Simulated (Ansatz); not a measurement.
Relaxed Ta (bcc, W type):

```yaml
crystal:
  lattice:
    - [-3.30485, 3.30485, 3.30485]
    - [1.65242, -1.65242, 1.65242]
    - [1.65242, 1.65242, -1.65242]
  atoms:
    - { symbol: Ta, position: [0.00000, 0.00000, 0.00000] }
    - { symbol: Ta, position: [0.50000, 0.00000, 0.00000] }
```

The atoms are displaced by Q × the pattern below (from a DFPT mode at N = (0.5, 0.0, 0.0), largest move 1; Q in Å), at fixed cell. (q is in reciprocal vectors of the primitive cell; the cell shown is doubled to hold the pattern.)

```tsv
atom	x	y	z
Ta1	0.000	0.707	-0.707
Ta2	0.000	-0.707	0.707
```

Method: r2SCAN (plane waves to 500 eV, PAW, scalar-relativistic; Ansatz, a quantum-chemistry and plane-wave program). k mesh 10×20×20 (Γ-centred), Fermi-Dirac smearing 0.05 eV. E stands for the smeared free energy. With partly filled bands, energies and forces of such displacements shift with the k mesh and the smearing. Spin-orbit coupling is left out, though Ta is heavy. Ta is run without spin polarisation. Ta was relaxed with its symmetry unable to fall. The zero of ΔE is the undisplaced structure. The last digit holds for this mesh only.

```
Q (Å)    ΔE (meV/cell)
-------  -------------
-0.2800          389.3
-0.2333       withheld
-0.1867          184.7
-0.1400          108.3
-0.0933           49.4
-0.0467           12.5
0.0000             0.0
0.0467            12.5
0.0933            49.4
0.1400           108.3
0.1867           184.7
0.2333        withheld
0.2800           389.3
```

Fit an even polynomial form (powers 2, 4, 6) to the given rows and predict ΔE at Q = -0.2333.

Least squares on the 11 given rows: ΔE = (5860)·Q² + (-19750)·Q⁴ + (106400)·Q⁶, in meV/cell with Q in Å; root-mean-square residual 0.15 meV/cell. At -0.2333 the fit gives 277.6 meV/cell; the calculation gives 280.1 meV/cell, so the interpolation is off by -2.5 (-0.9 %). The quadratic term alone would give 319.0 meV/cell.

(For displaced atoms, the force is minus the slope of the energy, and its curvature is a force constant, which sets phonon frequencies.)
